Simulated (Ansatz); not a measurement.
V₃Au:
```yaml
crystal:
  lattice:
    - [3.82105, 0.00000, 0.00000]
    - [0.00000, 3.82105, 0.00000]
    - [0.00000, 0.00000, 3.82105]
  atoms:
    - { symbol: V, position: [0.00000, 0.50000, 0.50000] }
    - { symbol: V, position: [0.50000, 0.00000, 0.50000] }
    - { symbol: V, position: [0.50000, 0.50000, 0.00000] }
    - { symbol: Au, position: [0.00000, 0.00000, 0.00000] }
```

Relaxed with PBEsol. Special points in fractions of this cell's reciprocal vectors: Γ (0.000, 0.000, 0.000); X (0.000, 0.500, 0.000); M (0.500, 0.500, 0.000); R (0.500, 0.500, 0.500).

Q: List the band energies nearest the Fermi level at these points for the program Ansatz at the PBEsol with spin–orbit coupling level (PAW).

A: In eV from the Fermi level; about four levels below and three above (degenerate sets whole), none deeper than 8.9 eV; points with the same levels are listed once.

```csv
k,below,above
Γ,-1.06 -1.06 -1.06 -1.06 -0.89 -0.89,0.16 0.16 0.16 0.16
X,-1.45 -1.45 -1.28 -1.28,0.37 0.37 0.38 0.38
M,-0.89 -0.89 -0.87 -0.87,0.67 0.67 0.71 0.71
R,-0.08 -0.08 -0.08 -0.08 -0.04 -0.04,0.14 0.14 0.14 0.14
```

Space group Pm-3m (Cu3Au type). The workflow started from an entry of the Crystallography Open Database (COD). Its standing as an ambient phase is unchecked. The cell was relaxed with PBEsol under the symmetry of its start; of distortions, only those at the zone centre were tested. The workflow began spin-polarised and lost its moments.

Potentials: the later of the program's two PAW sets.
